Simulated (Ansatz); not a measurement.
Ansatz (an electronic-structure program) input:

Ansatz 0.2 input:
```yaml
crystal:
  lattice:
    - [4.1585726572, 4.6786060958, 0.0]
    - [-4.1585726572, 4.6786060958, 0.0]
    - [-1.2490925132, 0.0, 7.4757106311]
  atoms:
    - { symbol: Cd, position: [0.3936697719, 0.890642544, 0.2790436895] }
    - { symbol: Cd, position: [0.6063302281, 0.109357456, 0.7209563105] }
    - { symbol: Cd, position: [0.890642544, 0.3936697719, 0.2209563105] }
    - { symbol: Cd, position: [0.109357456, 0.6063302281, 0.7790436895] }
    - { symbol: P, position: [0.1949877117, 0.1949877117, 0.75] }
    - { symbol: P, position: [0.8050122883, 0.8050122883, 0.25] }
    - { symbol: P, position: [0.9350622178, 0.1560652974, 0.5389902777] }
    - { symbol: P, position: [0.0649377822, 0.8439347026, 0.4610097223] }
    - { symbol: P, position: [0.1560652974, 0.9350622178, 0.9610097223] }
    - { symbol: P, position: [0.8439347026, 0.0649377822, 0.0389902777] }
    - { symbol: I, position: [0.6212955688, 0.6212955688, 0.75] }
    - { symbol: I, position: [0.3787044312, 0.3787044312, 0.25] }
kpoints:
  mp_grid: { grid: [5, 5, 4] }
hamiltonian:
  xc: r2scan
  pseudopotentials: { kind: paw }
scf:
  occupations: { method: fixed }
checkpoint: { read: static.run }
output: { bader: true, populations: true }
```

Output (shortened):

```
Pseudopotential: Cd, paw, valence charge 20
Pseudopotential: P, paw, valence charge 5
Pseudopotential: I, paw, valence charge 17
Functional definition: r2SCAN
Crystal: 12 atoms, lattice volume = 290.900 Å³
Basis set: ecut = 500 eV, 7381 PW (Γ), exchange–correlation on 192×192×240 points (64 copies of the dense FFT grid, shifted against one another)
Bands: 87, of which v1, the nominal top of the filled ones, is band 72 counted from 1 (71 counted from 0)
Symmetry: 4 space group operations
Space group: C2/c (ITA 15), of the structure as read, at distance tolerance 6.6e-5 Å
k-points: 33 of 100
Stability of the state it starts from, as read at its close in the unpolarized treatment …
iter 1 solved again at ethr=2.40e-7 eV; its pass at ethr=3.10e-3 eV (dr2=3.45e-4 eV) is discarded
SCF iter   1: F=—  HF=-52687.724213 eV  |F-HF|=—  |Δ(HF+E_count)|=         —  Δρ=1.98e-6  dr2=1.07e-8  dr2_τ=1.05e-9  ethr=2.40e-7  ⟨swp⟩=4.2  Hψ=17602  notcnv=0  defer=429
preconditioner: auto → Resta (q_TF=auto, 2.427 Å⁻¹)
SCF iter   2: F=—  HF=-52687.724142 eV  |F-HF|=—  |Δ(HF+E_count)|=   7.15e-5  Δρ=8.89e-7  dr2=2.44e-9  dr2_τ=1.05e-9  ethr=7.42e-12  ⟨swp⟩=16.4  Hψ=17756  notcnv=0
SCF iter   3: F=-52687.724142 eV  HF=-52687.724142 eV  |F-HF|=2.98e-10  |Δ(HF+E_count)|=  1.24e-10  Δρ=5.93e-7  dr2=9.46e-10  dr2_τ=1.14e-10  ethr=1.69e-12  ⟨swp⟩=1.2  Hψ=6254  notcnv=0
SCF 1 converged in 3 iterations: F = -52687.724142 eV  dr2 = 9.46e-10
SCF converged after 3 iterations
Free energy (F): -52687.724142 eV
Harris-Foulkes:  -52687.724142 eV  (|F-HF|=2.98e-10)
Internal energy: -52687.724142 eV  (E = F + TS)
E sigma→0 (E₀):  -52687.724142 eV
Fermi energy:    8.257228 eV
--- Per-component energies (eV) ---
  E_band       = -2759.283934
  E_kinetic    = 2819.175776
  E_local      = -19750.216687  (includes V_loc(G=0)·N_el)
  E_nonlocal   = 154.371621
  E_hartree    = 9356.403785
  E_xc         = -1266.039260
  E_vxc        = -1653.930681  (∫ρ·V_xc dr)
  E_paw        = -29554.869220  (= ΣΔE_a)
  E_vpaw       = -3144.560743  (= ΣTr[D̂ρ^β])
  E_aug_tail   = -0.000031  (compensation charges beyond the density's cutoff)
  E_vtau       = 103.072529  (kinetic-family band-sum trace: ∫τ·v_τ [+ j·A + Jᵃ·Aᵃ] dr)
  E_ewald      = -14443.892098
  E_core_change = -2.658030  (= ΣΔE_core)
  E_smearing   =  0.000000  (= −TS)
  E_closure    =  0.000000  (closes the sum)
  Σ components = -52687.724142   (vs F -52687.724142, Δ=0.00e0)
  [band-id]    e_kinetic+e_local+e_nonlocal+2·e_hartree+e_vxc+e_vpaw+e_augmentation_tail+e_vtau = -2759.280645   (vs E_band -2759.283934, Δ=3.29e-3)
--- Band table (eV; the first three rows and the last of 33) ---
  k-point 0: bands = ["-96.8679", "-96.8679", "-96.8678", "-96.8678", "-57.0503", "-57.0502", "-57.0501", "-57.0501", "-57.0134", "-57.0134", "-57.0133", "-57.0133", "-56.9927", "-56.9927", "-56.9926", "-56.9925", "-37.4960", "-37.4959", "-37.4911", …
  k-point 1: bands = ["-96.8679", "-96.8679", "-96.8678", "-96.8678", "-57.0503", "-57.0502", "-57.0501", "-57.0501", "-57.0134", "-57.0134", "-57.0133", "-57.0133", "-56.9927", "-56.9927", "-56.9926", "-56.9925", "-37.4960", "-37.4959", "-37.4911", …
  k-point 2: bands = ["-96.8679", "-96.8679", "-96.8679", "-96.8679", "-57.0502", "-57.0502", "-57.0501", "-57.0501", "-57.0134", "-57.0134", "-57.0133", "-57.0133", "-56.9927", "-56.9927", "-56.9925", "-56.9925", "-37.4960", "-37.4960", "-37.4911", …
  k-point 32: bands = ["-96.8678", "-96.8678", "-96.8678", "-96.8678", "-57.0503", "-57.0502", "-57.0501", "-57.0501", "-57.0134", "-57.0134", "-57.0133", "-57.0133", "-56.9927", "-56.9926", "-56.9926", "-56.9925", "-37.4959", "-37.4959", "-37.4911", …
--- Löwdin populations: 12 sites ---
  site symbol       q [e]
     0     Cd     18.8162
     1     Cd     18.8162
     2     Cd     18.8162
     3     Cd     18.8162
     4      P      5.3823
     5      P      5.3823
     6      P      5.4119
     7      P      5.4119
     8      P      5.4119
     9      P      5.4119
    10      I     17.5966
    11      I     17.5966
  spilling = 0.007845 (of n_electrons = 144.000000)
--- Bader charges: 12 sites ---
  site symbol  charge [e]  shift [e]
     0     Cd      0.7184     0.0020
     1     Cd      0.7184     0.0020
     2     Cd      0.7184     0.0020
     3     Cd      0.7184     0.0020
     4      P     -0.3092     0.0020
     5      P     -0.3092     0.0020
     6      P     -0.2943     0.0010
     7      P     -0.2943     0.0010
     8      P     -0.2943     0.0010
     9      P     -0.2943     0.0010
    10      I     -0.5389     0.0000
    11      I     -0.5389     0.0000
  shift: an alarm, by how much a part of what the PAW files miss would move the charge. Where it is large, compare
  with a run on PAW files of another source; a small one proves nothing
  estimated error of the sums over rays = 3.8e-4 e
```

Cost: about 8 core-minutes (a rough figure) on shared cores.

The workflow started from a Materials Project entry (that database holds measured and hypothetical structures alike); the Crystallography Open Database copy checked does not list it. COD files the formula under space group No. 9, so this cell is another polymorph or a model. Its standing as an ambient phase is unchecked. The cell was relaxed with r²SCAN under the symmetry of its start; its stability against distortions is not shown here. Scalar-relativistic: spin–orbit coupling is off unless named, which matters more the heavier the elements.

Potentials: the later of the program's two PAW sets.

Ansatz is a plane-wave DFT program.
